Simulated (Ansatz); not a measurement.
CdS:
```cif
data_Cd2S2
_chemical_formula_sum 'Cd2 S2'
_space_group_name_H-M_alt 'P 1'
_space_group_IT_number 1
_cell_length_a 4.19635
_cell_length_b 4.19635
_cell_length_c 6.82869
_cell_angle_alpha 90.000
_cell_angle_beta 90.000
_cell_angle_gamma 120.000
loop_
_space_group_symop_operation_xyz
  'x, y, z'
loop_
_atom_site_label
_atom_site_type_symbol
_atom_site_fract_x
_atom_site_fract_y
_atom_site_fract_z
_atom_site_occupancy
Cd1 Cd 0.66667 0.33333 0.50022 1
Cd2 Cd 0.33333 0.66667 0.00022 1
S1 S 0.66667 0.33333 0.87678 1
S2 S 0.33333 0.66667 0.37678 1
```

Relaxed with the program Ansatz at the PBE level (PAW). Indices refer to the conventional cell of P6_3mc, a = 4.1964 Å, b = 4.1964 Å, c = 6.8287 Å, α = 90.00°, β = 90.00°, γ = 120.00°.

Task: Simulate the powder diffraction pattern (Fe Kα, λ = 1.93735 Å; lines above 1 %) up to 2θ = 90°.

Result: Simulated powder pattern, Fe Kα, λ = 1.93735 Å (kinematic, ideal powder, no thermal factors, no anomalous dispersion; the 30 strongest lines at most, above 1 %, up to 2θ = 90°):

```json
[
 {"2θ (°)": "30.92", "d (Å)": "3.634", "I/Imax (%)": "59", "hkl": "(1 0 -1 0)"},
 {"2θ (°)": "32.96", "d (Å)": "3.414", "I/Imax (%)": "44", "hkl": "(0002)"},
 {"2θ (°)": "35.15", "d (Å)": "3.208", "I/Imax (%)": "100", "hkl": "(1 0 -1 1)"},
 {"2θ (°)": "45.82", "d (Å)": "2.488", "I/Imax (%)": "27", "hkl": "(1 0 -1 2)"},
 {"2θ (°)": "54.99", "d (Å)": "2.098", "I/Imax (%)": "47", "hkl": "(1 1 -2 0)"},
 {"2θ (°)": "60.28", "d (Å)": "1.929", "I/Imax (%)": "47", "hkl": "(1 0 -1 3)"},
 {"2θ (°)": "64.43", "d (Å)": "1.817", "I/Imax (%)": "7.2", "hkl": "(2 0 -2 0)"},
 {"2θ (°)": "65.62", "d (Å)": "1.788", "I/Imax (%)": "37", "hkl": "(1 1 -2 2)"},
 {"2θ (°)": "66.96", "d (Å)": "1.756", "I/Imax (%)": "16", "hkl": "(2 0 -2 1)"},
 {"2θ (°)": "69.14", "d (Å)": "1.707", "I/Imax (%)": "2.6", "hkl": "(0004)"},
 {"2θ (°)": "74.30", "d (Å)": "1.604", "I/Imax (%)": "6.5", "hkl": "(2 0 -2 2)"},
 {"2θ (°)": "77.64", "d (Å)": "1.545", "I/Imax (%)": "2.8", "hkl": "(1 0 -1 4)"},
 {"2θ (°)": "86.02", "d (Å)": "1.420", "I/Imax (%)": "18", "hkl": "(2 0 -2 3)"},
 {"2θ (°)": "89.69", "d (Å)": "1.374", "I/Imax (%)": "6.3", "hkl": "(2 1 -3 0)"}
]
```

The PBE relaxation kept the symmetry of its start.

Potentials: the later of the program's two PAW sets.
